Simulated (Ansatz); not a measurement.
**Computed properties of CoO**

CoO:
```yaml
crystal:
  lattice:
    - [2.74817, 0.00000, 0.00000]
    - [-1.37409, 2.37999, 0.00000]
    - [0.00000, 0.00000, 5.35195]
  atoms:
    - { symbol: Co, position: [0.00000, 0.00000, 0.00000] }
    - { symbol: Co, position: [0.00000, 0.00000, 0.50000] }
    - { symbol: O, position: [0.33333, 0.66667, 0.25000] }
    - { symbol: O, position: [0.66667, 0.33333, 0.75000] }
```
The run is spin-polarised; directions of the spins, atom by atom: ↑ ↓ 0 0.

Space group P6_3/mmc (No. 194), NiAs type; conventional cell a = 2.748 Å, b = 2.748 Å, c = 5.352 Å, α = 90.00°, β = 90.00°, γ = 120.00°.

Method: PBEsol (plane waves, PAW; program Ansatz). Structure relaxed to zero pressure with the same functional. Other levels are named where they apply.

### Cell and energy

```yaml
volume_per_atom: 8.75 Å³
density: 7.11 g/cm³
Formation energy from the elements (no fitted shifts): -0.60 eV/atom
```

### Electronic structure

```yaml
electronic_character: metallic (no gap)
Density of states at the Fermi level: 0.95 states/eV per atom (mean over ±0.08 eV)
```

### Magnetism

```yaml
magnetic_order: antiferromagnetic
net_moment: 0.00 μB per atom
```

### Mechanics

```yaml
Bulk modulus (Birch–Murnaghan fit): 208 GPa
Pressure derivative B′: 4.3
```

The start of the workflow was typed in or built on a structure type; neither database checked (COD, Materials Project) lists it. It is not the phase usual at ambient conditions (space group No. 225). The cell was relaxed with PBEsol under the symmetry of its start, as lowered by the spin order; its stability against distortions is not shown here. Spin order of the final state: antiferromagnetic, chosen from 5 collinear starts compared on coarse meshes (ties went to the first, and starts can fall back to one state), not a proven ground state. No Hubbard U is applied. The compound may be a true metal, but semilocal functionals without U, or a wrong spin order, can also close a gap. Point labels and valley counts follow the cell and symmetry of the run, lower than the named group. The references are the lowest solids computed at this level, not always the standard phases (solids in place of the gases).

Potentials: the earlier of the program's two PAW sets. The files were generated under PBE; for other functionals the program regenerates the frozen cores, and for LDA and PBEsol the local potential too.
